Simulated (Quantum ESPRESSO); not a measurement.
# Ga7ZnP5SAs2: one run as intended and one with a planted mistake

Computed values, not a measurement. The program is pw.x of Quantum ESPRESSO 7.5 (plane-wave density functional theory). The cell is made up: 16 atoms on a doubled zincblende/diamond lattice, with randomly drawn elements, strain and displacements, not relaxed. PseudoDojo standard norm-conserving files (v0.5 for PBE, v0.4.1 for LDA and PBEsol) set the functional; there is no spin polarisation, spin-orbit coupling or dispersion term, and the masses in the input are unused placeholders.

Intended input:

```
&control calculation='scf', pseudo_dir='./dojo.nc.sr.pbe.v0_5.standard.upf', outdir='./o', disk_io='low', tprnfor=.true., tstress=.true. /
&system ibrav=0, nat=16, ntyp=5, nbnd=92, ecutwfc=84.00895049, nosym=.true., tot_charge=0,
 occupations='smearing', smearing='fd', degauss=0.0018374661
/
&electrons conv_thr=7.350e-09, electron_maxstep=60, /
ATOMIC_SPECIES
As 1.0 As.upf
Ga 1.0 Ga.upf
P 1.0 P.upf
S 1.0 S.upf
Zn 1.0 Zn.upf
CELL_PARAMETERS angstrom
5.6476 -0.0287 -0.0363
-0.0287 5.6297 0.0548
-0.0726 0.1095 11.1352
ATOMIC_POSITIONS angstrom
Ga 0.0203 -0.0206 0.0172
Ga -0.0394 2.8633 2.8224
Ga 2.8114 0.0081 2.7951
Ga 2.7997 2.8035 0.0139
Ga -0.0222 0.0672 5.5184
Ga -0.0607 2.8682 8.3491
Ga 2.8031 0.1076 8.3793
Zn 2.7795 2.8606 5.5776
P 1.4452 1.4202 1.4136
S 1.3832 4.2421 4.2214
P 4.2205 1.4124 4.149
As 4.2065 4.2247 1.3785
P 1.3356 1.4386 6.9678
As 1.3392 4.2969 9.754
P 4.1799 1.468 9.7447
P 4.2147 4.2796 6.9682
K_POINTS automatic
4 4 2 1 1 1
```

The log is shortened where brackets say so; the opening notice, blank lines, dates and the lines on written files are dropped, and the path of the files is cut. It prints rydbergs, bohrs and kilobars, and counts compression as positive stress. Where no state is partly filled, the Fermi energy that it prints is only some level between the filled and the empty states on the mesh, and need not lie in the true gap.

Log of the intended run:

```
     Program PWSCF v.7.5
     Parallel version (MPI & OpenMP), running on       4 processor cores
     Number of MPI processes:                 4
     Threads/MPI process:                     1
     [start-up lines left out]
     bravais-lattice index     =            0
     lattice parameter (alat)  =      10.6728  a.u.
     unit-cell volume          =    2388.7630 (a.u.)^3
     number of atoms/cell      =           16
     number of atomic types    =            5
     number of electrons       =       172.00
     number of Kohn-Sham states=           92
     kinetic-energy cutoff     =      84.0090  Ry
     charge density cutoff     =     336.0358  Ry
     scf convergence threshold =      7.3E-09
     mixing beta               =       0.7000
     number of iterations used =            8  plain     mixing
     Exchange-correlation= PBE
                           (   1   4   3   4   0   0   0)
     [axes and pseudopotential details left out]
   Cartesian axes
     site n.     atom                  positions (alat units)
         1        Ga     tau(   1) = (   0.0035943  -0.0036474   0.0030454  )
         2        Ga     tau(   2) = (  -0.0069762   0.5069771   0.4997353  )
         3        Ga     tau(   3) = (   0.4977877   0.0014342   0.4949016  )
         4        Ga     tau(   4) = (   0.4957161   0.4963889   0.0024611  )
         5        Ga     tau(   5) = (  -0.0039307   0.0118985   0.9770902  )
         6        Ga     tau(   6) = (  -0.0107476   0.5078447   1.4782952  )
         7        Ga     tau(   7) = (   0.4963181   0.0190517   1.4836424  )
         8        Zn     tau(   8) = (   0.4921394   0.5064990   0.9875722  )
         9        P      tau(   9) = (   0.2558877   0.2514612   0.2502926  )
        10        S      tau(  10) = (   0.2449100   0.7511080   0.7474429  )
        11        P      tau(  11) = (   0.7472835   0.2500801   0.7346237  )
        12        As     tau(  12) = (   0.7448047   0.7480272   0.2440778  )
        13        P      tau(  13) = (   0.2364819   0.2547191   1.2337216  )
        14        As     tau(  14) = (   0.2371193   0.7608109   1.7270473  )
        15        P      tau(  15) = (   0.7400949   0.2599247   1.7254007  )
        16        P      tau(  16) = (   0.7462566   0.7577478   1.2337924  )
     number of k points=    16  Fermi-Dirac smearing, width (Ry)=  0.0018
                       cart. coord. in units 2pi/alat
        k(    1) = (   0.1264509   0.1248159   0.1263974), wk =   0.1250000
        k(    2) = (   0.1248332   0.1272766  -0.1272381), wk =   0.1250000
     [further k points left out]
     Dense  grid:   248473 G-vectors     FFT dimensions: (  64,  64, 125)
     Estimated max dynamical RAM per process >     707.05 MB
     Estimated total dynamical RAM >       2.58 GB
     Initial potential from superposition of free atoms
     starting charge     171.9799, renormalised to     172.0000
     Starting wfcs are  115 randomized atomic wfcs
     total cpu time spent up to now is       10.1 secs
     per-process dynamical memory:   478.5 Mb
     Self-consistent Calculation
     iteration #  1     ecut=    84.01 Ry     beta= 0.70
     Davidson diagonalization with overlap
     ethr =  1.00E-02,  avg # of iterations =  3.2
     Threshold (ethr) on eigenvalues was too large:
     Diagonalizing with lowered threshold
     Davidson diagonalization with overlap
     ethr =  3.72E-04,  avg # of iterations =  2.0
     total cpu time spent up to now is       52.8 secs
     total energy              =   -2004.46233490 Ry
     estimated scf accuracy    <       0.64463538 Ry
     iteration #  2     ecut=    84.01 Ry     beta= 0.70
     Davidson diagonalization with overlap
     ethr =  3.75E-04,  avg # of iterations =  7.4
     total cpu time spent up to now is       78.4 secs
     total energy              =   -2004.46092029 Ry
     estimated scf accuracy    <       0.75664095 Ry
     [iterations 3 to 11 left out]
     iteration # 12     ecut=    84.01 Ry     beta= 0.70
     Davidson diagonalization with overlap
     ethr =  5.15E-11,  avg # of iterations =  4.0
     total cpu time spent up to now is      317.6 secs
     total energy              =   -2004.68690957 Ry
     estimated scf accuracy    <       0.00000004 Ry
     iteration # 13     ecut=    84.01 Ry     beta= 0.70
     Davidson diagonalization with overlap
     ethr =  2.19E-11,  avg # of iterations =  2.1
     total cpu time spent up to now is      338.0 secs
     End of self-consistent calculation
     [lines on levels left out]
     the Fermi energy is     7.7118 ev
!    total energy              =   -2004.68690957 Ry
     estimated scf accuracy    <          4.5E-09 Ry
     smearing contrib. (-TS)   =      -0.00000000 Ry
     internal energy E=F+TS    =   -2004.68690957 Ry
     The total energy is F=E-TS. E is the sum of the following terms:
     one-electron contribution =   -1228.42824564 Ry
     hartree contribution      =     721.13863350 Ry
     xc contribution           =    -459.77619374 Ry
     ewald contribution        =   -1037.62110369 Ry
     convergence has been achieved in  13 iterations
     Forces acting on atoms (cartesian axes, Ry/au):
     atom    1 type  2   force =     0.01197405    0.03618026   -0.01563165
     atom    2 type  2   force =     0.00759151   -0.03623328   -0.00736139
     atom    3 type  2   force =     0.01049115    0.02089838   -0.00882818
     atom    4 type  2   force =     0.01410682   -0.03706507   -0.01184166
     atom    5 type  2   force =    -0.01270770    0.00527851    0.03826390
     atom    6 type  2   force =    -0.01572784   -0.01415269   -0.01809319
     atom    7 type  2   force =     0.01499543    0.00211891   -0.03880771
     atom    8 type  5   force =     0.01723148   -0.01735241    0.02866032
     atom    9 type  3   force =    -0.01925786    0.00006997    0.01123016
     atom   10 type  4   force =    -0.00584845    0.00591917   -0.00881767
     atom   11 type  3   force =    -0.00620264    0.00841674    0.00546229
     atom   12 type  1   force =    -0.01049317   -0.00191087    0.02622817
     atom   13 type  3   force =     0.01636718    0.00877659   -0.01219670
     atom   14 type  1   force =    -0.00734376    0.00200935    0.00892308
     atom   15 type  3   force =     0.00077251    0.01617143    0.01226529
     atom   16 type  3   force =    -0.01594872    0.00087502   -0.00945506
     Total force =     0.118388     Total SCF correction =     0.000350
     Computing stress (Cartesian axis) and pressure
          total   stress  (Ry/bohr**3)                   (kbar)     P=      -14.98
  -0.00012112   0.00006193   0.00006617          -17.82        9.11        9.73
   0.00006193  -0.00010685  -0.00009295            9.11      -15.72      -13.67
   0.00006617  -0.00009295  -0.00007754            9.73      -13.67      -11.41
     init_run     :      9.42s CPU      9.80s WALL (       1 calls)
     electrons    :    322.63s CPU    327.96s WALL (       1 calls)
     forces       :      4.28s CPU      4.43s WALL (       1 calls)
     stress       :     12.99s CPU     13.24s WALL (       1 calls)
     [timing details left out]
     PWSCF        :   5m49.69s CPU   5m55.95s WALL
     JOB DONE.
```

A second run has one planted mistake: the cell and the positions are scaled by a wrong factor. The input lines that differ, file-writing options aside:

```
- 5.6476 -0.0287 -0.0363
+ 5.5911 -0.0284 -0.0359
- -0.0287 5.6297 0.0548
+ -0.0284 5.5734 0.0543
- -0.0726 0.1095 11.1352
+ -0.0719 0.1084 11.0238
- Ga 0.0203 -0.0206 0.0172
+ Ga 0.0201 -0.0204 0.017
- Ga -0.0394 2.8633 2.8224
+ Ga -0.039 2.8347 2.7942
- Ga 2.8114 0.0081 2.7951
+ Ga 2.7833 0.008 2.7671
- Ga 2.7997 2.8035 0.0139
+ Ga 2.7717 2.7755 0.0138
- Ga -0.0222 0.0672 5.5184
+ Ga -0.022 0.0665 5.4632
- Ga -0.0607 2.8682 8.3491
+ Ga -0.0601 2.8395 8.2656
- Ga 2.8031 0.1076 8.3793
+ Ga 2.7751 0.1065 8.2955
- Zn 2.7795 2.8606 5.5776
+ Zn 2.7517 2.832 5.5218
- P 1.4452 1.4202 1.4136
+ P 1.4307 1.406 1.3995
- S 1.3832 4.2421 4.2214
+ S 1.3694 4.1997 4.1792
- P 4.2205 1.4124 4.149
+ P 4.1783 1.3983 4.1075
- As 4.2065 4.2247 1.3785
+ As 4.1644 4.1825 1.3647
- P 1.3356 1.4386 6.9678
+ P 1.3222 1.4242 6.8981
- As 1.3392 4.2969 9.754
+ As 1.3258 4.2539 9.6565
- P 4.1799 1.468 9.7447
+ P 4.1381 1.4533 9.6473
- P 4.2147 4.2796 6.9682
+ P 4.1726 4.2368 6.8985
```

Its log:

```
     Program PWSCF v.7.5
     Parallel version (MPI & OpenMP), running on       4 processor cores
     Number of MPI processes:                 4
     Threads/MPI process:                     1
     [start-up lines left out]
     bravais-lattice index     =            0
     lattice parameter (alat)  =      10.5660  a.u.
     unit-cell volume          =    2317.7930 (a.u.)^3
     number of atoms/cell      =           16
     number of atomic types    =            5
     number of electrons       =       172.00
     number of Kohn-Sham states=           92
     kinetic-energy cutoff     =      84.0090  Ry
     charge density cutoff     =     336.0358  Ry
     scf convergence threshold =      7.3E-09
     mixing beta               =       0.7000
     number of iterations used =            8  plain     mixing
     Exchange-correlation= PBE
                           (   1   4   3   4   0   0   0)
     [axes and pseudopotential details left out]
   Cartesian axes
     site n.     atom                  positions (alat units)
         1        Ga     tau(   1) = (   0.0035949  -0.0036485   0.0030404  )
         2        Ga     tau(   2) = (  -0.0069751   0.5069852   0.4997418  )
         3        Ga     tau(   3) = (   0.4977923   0.0014308   0.4948950  )
         4        Ga     tau(   4) = (   0.4957177   0.4963973   0.0024681  )
         5        Ga     tau(   5) = (  -0.0039347   0.0118935   0.9770916  )
         6        Ga     tau(   6) = (  -0.0107489   0.5078437   1.4783000  )
         7        Ga     tau(   7) = (   0.4963258   0.0190475   1.4836476  )
         8        Zn     tau(   8) = (   0.4921407   0.5065023   0.9875722  )
         9        P      tau(   9) = (   0.2558802   0.2514627   0.2503001  )
        10        S      tau(  10) = (   0.2449168   0.7511150   0.7474486  )
        11        P      tau(  11) = (   0.7472876   0.2500855   0.7346251  )
        12        As     tau(  12) = (   0.7448016   0.7480388   0.2440762  )
        13        P      tau(  13) = (   0.2364751   0.2547177   1.2337230  )
        14        As     tau(  14) = (   0.2371189   0.7608087   1.7270620  )
        15        P      tau(  15) = (   0.7400979   0.2599223   1.7254166  )
        16        P      tau(  16) = (   0.7462682   0.7577504   1.2337946  )
     number of k points=    16  Fermi-Dirac smearing, width (Ry)=  0.0018
                       cart. coord. in units 2pi/alat
        k(    1) = (   0.1264498   0.1248141   0.1263978), wk =   0.1250000
        k(    2) = (   0.1248337   0.1272769  -0.1272377), wk =   0.1250000
     [further k points left out]
     Dense  grid:   241101 G-vectors     FFT dimensions: (  64,  64, 125)
     Estimated max dynamical RAM per process >     687.36 MB
     Estimated total dynamical RAM >       2.51 GB
     Initial potential from superposition of free atoms
     starting charge     171.9799, renormalised to     172.0000
     Starting wfcs are  115 randomized atomic wfcs
     total cpu time spent up to now is       10.0 secs
     per-process dynamical memory:   466.3 Mb
     Self-consistent Calculation
     iteration #  1     ecut=    84.01 Ry     beta= 0.70
     Davidson diagonalization with overlap
     ethr =  1.00E-02,  avg # of iterations =  3.6
     Threshold (ethr) on eigenvalues was too large:
     Diagonalizing with lowered threshold
     Davidson diagonalization with overlap
     ethr =  3.77E-04,  avg # of iterations =  2.0
     total cpu time spent up to now is       51.4 secs
     total energy              =   -2004.46416910 Ry
     estimated scf accuracy    <       0.65459770 Ry
     iteration #  2     ecut=    84.01 Ry     beta= 0.70
     Davidson diagonalization with overlap
     ethr =  3.81E-04,  avg # of iterations =  7.4
     total cpu time spent up to now is       75.9 secs
     total energy              =   -2004.46401085 Ry
     estimated scf accuracy    <       0.74632843 Ry
     [iterations 3 to 11 left out]
     iteration # 12     ecut=    84.01 Ry     beta= 0.70
     Davidson diagonalization with overlap
     ethr =  6.87E-11,  avg # of iterations =  3.5
     total cpu time spent up to now is      292.4 secs
     total energy              =   -2004.68933102 Ry
     estimated scf accuracy    <       0.00000003 Ry
     iteration # 13     ecut=    84.01 Ry     beta= 0.70
     Davidson diagonalization with overlap
     ethr =  1.95E-11,  avg # of iterations =  3.1
     total cpu time spent up to now is      311.4 secs
     End of self-consistent calculation
     [lines on levels left out]
     the Fermi energy is     8.1359 ev
!    total energy              =   -2004.68933102 Ry
     estimated scf accuracy    <          2.6E-09 Ry
     smearing contrib. (-TS)   =      -0.00000000 Ry
     internal energy E=F+TS    =   -2004.68933102 Ry
     The total energy is F=E-TS. E is the sum of the following terms:
     one-electron contribution =   -1211.43996211 Ry
     hartree contribution      =     714.85368589 Ry
     xc contribution           =    -460.00065928 Ry
     ewald contribution        =   -1048.10239552 Ry
     convergence has been achieved in  13 iterations
     Forces acting on atoms (cartesian axes, Ry/au):
     atom    1 type  2   force =     0.01369021    0.03844362   -0.01650842
     atom    2 type  2   force =     0.00952076   -0.03767815   -0.00724630
     atom    3 type  2   force =     0.01042269    0.02066235   -0.00860750
     atom    4 type  2   force =     0.01553173   -0.03973371   -0.01268308
     atom    5 type  2   force =    -0.01182901    0.00429767    0.03859117
     atom    6 type  2   force =    -0.01623584   -0.01536728   -0.01870349
     atom    7 type  2   force =     0.01632996    0.00174569   -0.04160494
     atom    8 type  5   force =     0.01811020   -0.01830632    0.02901034
     atom    9 type  3   force =    -0.02111464    0.00042591    0.01211073
     atom   10 type  4   force =    -0.00616763    0.00568310   -0.00812806
     atom   11 type  3   force =    -0.00783497    0.01010050    0.00632357
     atom   12 type  1   force =    -0.01186725   -0.00161544    0.02779608
     atom   13 type  3   force =     0.01725983    0.00947011   -0.01292242
     atom   14 type  1   force =    -0.00864492    0.00254177    0.00884945
     atom   15 type  3   force =     0.00083437    0.01783786    0.01349320
     atom   16 type  3   force =    -0.01800550    0.00149230   -0.00977033
     Total force =     0.124817     Total SCF correction =     0.000278
     Computing stress (Cartesian axis) and pressure
          total   stress  (Ry/bohr**3)                   (kbar)     P=        5.36
   0.00001723   0.00006892   0.00007546            2.53       10.14       11.10
   0.00006892   0.00003168  -0.00010499           10.14        4.66      -15.44
   0.00007546  -0.00010499   0.00006038           11.10      -15.44        8.88
     init_run     :      9.38s CPU      9.75s WALL (       1 calls)
     electrons    :    296.50s CPU    301.50s WALL (       1 calls)
     forces       :      4.13s CPU      4.21s WALL (       1 calls)
     stress       :     12.92s CPU     13.19s WALL (       1 calls)
     [timing details left out]
     PWSCF        :   5m23.21s CPU   5m29.10s WALL
     JOB DONE.
```

```
                                            intended run  run with the mistake
                          free energy (eV)    -27275.155            -27275.188
                    smearing term -TS (eV)        0.0000                0.0000
                            pressure (GPa)         -1.50                  0.54
            largest force component (eV/Å)         0.998                 1.070
largest change of a force component (eV/Å)                               0.072
                                iterations            13                    13
```

For scale, a rerun of the intended cell at a cutoff of 1437 eV and k mesh 6 x 6 x 4 moved values by no more than 0.021 eV in energy, 0.02 GPa in stress and 0.004 eV/Å in force.